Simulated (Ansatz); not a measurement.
**Calculated with Ansatz: TiClO, relaxation**

The command:

```bash
ansatz run input.yaml --threads 2 --pin off --max-ram 4096MiB --backend cpu --events-out ev --progress --plain --runs-dir out
```

Input:

```yaml
crystal:
  lattice:
    - [3.84549482, 0.0, 0.0]
    - [0.0, 3.41381619, 0.0]
    - [0.0, 0.0, 8.17142257]
  atoms:
    - { symbol: O, position: [0.75, 0.75, 0.9446] }
    - { symbol: O, position: [0.25, 0.25, 0.0554] }
    - { symbol: Cl, position: [0.25, 0.25, 0.66804] }
    - { symbol: Cl, position: [0.75, 0.75, 0.33196] }
    - { symbol: Ti, position: [0.25, 0.75, 0.88068] }
    - { symbol: Ti, position: [0.75, 0.25, 0.11932] }
kpoints:
  mp_grid: { grid: [6, 6, 3], shift: [0, 0, 0] }
magnetization:
  spin_polarized: true
scf:
  occupations: { method: cold, width: 0.0809 }
  lower_state_search: "off"
hamiltonian:
  pseudopotentials: { kind: paw }
  xc: r2scan
  hubbard:
    projectors: all-electron-ortho-atomic
    sites: [{ species: Ti, l: d, u_eff: 1.12 }]
basis:
  ecutwfc: 500
  fft_grid_basis: typed
relax:
  max_steps: 80
  f_tol: 0.03
output:
  forces: true
  stress: true
  eigenvalues: true
  bader: true
  populations: true
  elf: true
  write_potential: true
  volumetric_format: npy
  dos:
    e_range: [-12, 8]
    de: 0.05
    projected: { site_lists: { Cl: [Cl], O: [O], Ti: [Ti] } }
  write_density: true
checkpoint:
  read: saved_state
```

Origin of the cell: a database entry, scaled a little.

The saved state is a converged single point of the same cell, with its larger moments on Ti5 up, Ti6 up.

Steps:

```json
{"step": "1", "ΔF (meV/atom)": "0.0", "max force component (eV/Å)": "0.326", "SCF iterations": "7", "step was": "accepted"}
{"step": "2", "ΔF (meV/atom)": "-6.5", "max force component (eV/Å)": "0.098", "SCF iterations": "7", "step was": "accepted"}
{"step": "3", "ΔF (meV/atom)": "-6.8", "max force component (eV/Å)": "0.053", "SCF iterations": "6", "step was": "accepted"}
{"step": "4", "ΔF (meV/atom)": "-6.9", "max force component (eV/Å)": "0.002", "SCF iterations": "6", "step was": "accepted"}
```

Step 1, with forces in eV/Å:

```xyz
6
Lattice="3.845 0.000 0.000 0.000 3.414 0.000 0.000 0.000 8.171" Properties=species:S:1:pos:R:3:forces:R:3 pbc="T T T" step=1
O     2.884    2.560    7.719    0.000    0.000    0.150
O     0.961    0.853    0.453    0.000    0.000   -0.150
Cl    0.961    0.853    5.459    0.000    0.000    0.321
Cl    2.884    2.560    2.713    0.000    0.000   -0.321
Ti    0.961    2.560    7.196    0.000    0.000    0.326
Ti    2.884    0.853    0.975    0.000    0.000   -0.326
```

Step 2, with forces in eV/Å:

```xyz
6
Lattice="3.845 0.000 0.000 0.000 3.414 0.000 0.000 0.000 8.171" Properties=species:S:1:pos:R:3:forces:R:3 pbc="T T T" step=2
O     2.884    2.560    7.728    0.000    0.000    0.093
O     0.961    0.853    0.444    0.000    0.000   -0.093
Cl    0.961    0.853    5.537    0.000    0.000   -0.085
Cl    2.884    2.560    2.635    0.000    0.000    0.085
Ti    0.961    2.560    7.239    0.000    0.000    0.098
Ti    2.884    0.853    0.933    0.000    0.000   -0.098
```

Step 3, with forces in eV/Å:

```xyz
6
Lattice="3.845 0.000 0.000 0.000 3.414 0.000 0.000 0.000 8.171" Properties=species:S:1:pos:R:3:forces:R:3 pbc="T T T" step=3
O     2.884    2.560    7.734    0.000    0.000    0.053
O     0.961    0.853    0.438    0.000    0.000   -0.053
Cl    0.961    0.853    5.531    0.000    0.000   -0.025
Cl    2.884    2.560    2.640    0.000    0.000    0.025
Ti    0.961    2.560    7.240    0.000    0.000    0.033
Ti    2.884    0.853    0.931    0.000    0.000   -0.033
```

Step 4, with forces in eV/Å:

```xyz
6
Lattice="3.845 0.000 0.000 0.000 3.414 0.000 0.000 0.000 8.171" Properties=species:S:1:pos:R:3:forces:R:3 pbc="T T T" step=4
O     2.884    2.560    7.741    0.000    0.000    0.002
O     0.961    0.853    0.431    0.000    0.000   -0.002
Cl    0.961    0.853    5.528    0.000    0.000    0.001
Cl    2.884    2.560    2.643    0.000    0.000   -0.001
Ti    0.961    2.560    7.241    0.000    0.000   -0.001
Ti    2.884    0.853    0.930    0.000    0.000    0.001
```

* Free energy lowered by: 6.9 meV/atom
* Final pressure: -0.43 GPa
* Relaxation steps listed: 4
* Site moments at the end (small spheres, which read low): Ti5 +0.7, Ti6 +0.7 μB
* Total moment: 2.00 μB

Caveats: the SCF threshold is looser than advised for a stress; the magnetic state was chosen at the start cell and may not be the lowest after relaxing; the relaxation held the start's symmetry, so the end may be a saddle point.

It ran for 120 s of wall time on 2 CPU thread(s) of a shared host, from a saved density.
